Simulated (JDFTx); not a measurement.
System: Ta(100) (Im-3m bulk; lattice of mp-50, not re-optimised at this level), 1x1 cell of 6 atoms in 6 planes, area 10.96 Å² a face, 8.0 Å between the outermost planes in a cell 24.3 Å high; k mesh 6×6×1, Fermi width 0.01 Ha, no spin polarisation.

Profiles through the double layer of this slab, charged, in CANDLE, water, 1 M KF; PBE, GBRV ultrasoft potentials, plane waves to 20/100 Ha, JDFTx (a modified build). z is the height above the outermost atoms, φ the plane-averaged electrostatic potential energy of an electron (zero in the bulk liquid), ρ_b the bound charge of solvent and ions, s the cavity shape function (0 in the solid, 1 in the liquid).

```csv
z (Å),n (e/Å³),s,φ (eV),ρ_b (10⁻³ e/Å³)
0.88,0.1652,0.00,-2.352,-0.01
1.35,0.0451,0.00,-1.931,-0.74
1.81,0.0143,0.00,-0.714,-9.45
2.27,0.0042,0.05,-0.156,-7.45
2.74,0.0012,0.26,-0.079,-0.22
3.20,0.0003,0.56,-0.058,0.12
3.66,0.0001,0.84,-0.047,0.03
4.12,0.0000,0.98,-0.040,0.00
4.59,0.0000,1.00,-0.034,-0.01
5.05,0.0000,1.00,-0.029,-0.01
5.51,0.0000,1.00,-0.025,-0.01
5.98,0.0000,1.00,-0.022,-0.01
6.44,0.0000,1.00,-0.019,-0.01
6.90,0.0000,1.00,-0.016,-0.01
7.36,0.0000,1.00,-0.014,-0.01
7.83,0.0000,1.00,-0.012,-0.01
```

Question: Is the electrode positively or negatively charged, and roughly by how much?

Answer: Positively: σ = 13.2 μC/cm² per face. The liquid's bound charge is of the opposite sign overall, and far from the surface φ decays with the screening length (3.0 Å).
